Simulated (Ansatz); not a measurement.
Rb (bcc, W type)

```
Rb
1.0
   -2.87423     2.87423     2.87423
    2.87423    -2.87423     2.87423
    2.87423     2.87423    -2.87423
Rb
1
Direct
  0.00000   0.00000   0.00000
```

The slice is a {211} plane (indices of the conventional cell) through the point (0.000, 0.000, 0.000) (fractional), spanned by u = [111] and v = [1 0 -1] in vectors of this cell: u (4.98 Å) and v (8.13 Å, at 90° to u). It covers one period; positions are fractions (u, v).

These are r2SCAN (plane waves to 500 eV, PAW, scalar-relativistic; Ansatz, a first-principles code) values and carry that method's errors. k mesh 12×12×12. Inside the PAW spheres the values are not all-electron values, and peaks at nuclei hang on which shells count as valence. Rb was relaxed with its symmetry unable to fall. The relaxed volume of Rb is well above the measured one; the method has no dispersion term.

Q: Sketch the electron localisation function (ELF) on this plane as a map.

A: 
```
|xx@@=  ..  =@@x|
|@@@#:  ::  :#@@|
|@@#-   --   -#@|
|=-.   :==:   .-|
|     :=++=:    |
|   .:=+**+=:.  |
|::-==++++++==-:|
|+++++++++++++++|
|+++==========++|
|++==-::--::-==+|
|++=-:..::..:-=+|
|++=-:......:-=+|
|++=-:..::..:-=+|
|++==-::--::-==+|
|+++==========++|
|+++++++++++++++|
|::-==++++++==-:|
|   .:=+**+=:.  |
|     :=++=:    |
|=-.   :==:   .-|
|@@#-   --   -#@|
|@@@#:  ::  :#@@|
|xx@@=  ..  =@@x|
|xx@@+  ..  +@@x|
```
Scale: ten equal steps from 0.03 (start of ' ') to 0.88 (end of '@'), in the order ' .:-=+*#%@'. Values: electron localisation function (ELF). The map has 15 points along u (one character each, u = 0 at the left) and 24 along v (v = 0 in the bottom row). Points within 0.5 Å of a nucleus are blanked (x), as the pseudised field means little there.
